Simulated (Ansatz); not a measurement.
# Kick test of a cell of NaC8

The structure comes from a generated guess, relaxed at this level; another structure or a mixture of phases may lie lower.

All numbers below come from Ansatz, DFT PBE+D3(BJ), scalar-relativistic, plane waves, PAW. Plane waves to 420 eV, a k mesh through Γ of 9×9×8 on the computed 9-atom cell and Gaussian smearing (0.10 eV); no spin polarisation.

The cell below (9 atoms, space group P6/mmm (No. 191)) is relaxed within its symmetry.

```
CELL_PARAMETERS angstrom
4.97596 0.00000 0.00000
-2.48798 4.30931 0.00000
0.00000 0.00000 4.48600
ATOMIC_POSITIONS crystal
Na 0.00000 0.00000 0.50000
C 0.33470 0.16735 0.00000
C 0.33333 0.66667 0.00000
C 0.83265 0.16735 0.00000
C 0.83265 0.66530 0.00000
C 0.16735 0.33470 0.00000
C 0.16735 0.83265 0.00000
C 0.66667 0.33333 0.00000
C 0.66530 0.83265 0.00000
```

For the test it was strained at random (σ = 1.5 % a component), the atoms were moved at random (σ = 0.15 Å), and all was relaxed again on a coarse 6×6×6 mesh (in the run’s order of axes) with 0.20 eV smearing, with no symmetry imposed.

An odd number of electrons in the primitive cell allows no gap without spin; a larger cell or a magnetic state could open one. The cell is a metal run without spin; a magnetic state may lie lower.

Question: What happens?

Answer: It returns, within 1 meV/atom of the unmoved cell on that mesh and with the same symmetry when read at 0.1 Å (C2/m at 0.01 Å, so small strains and shifts remain). No instability shows in this cell; modes of other wave vectors, which need another repeat, aren't tested.
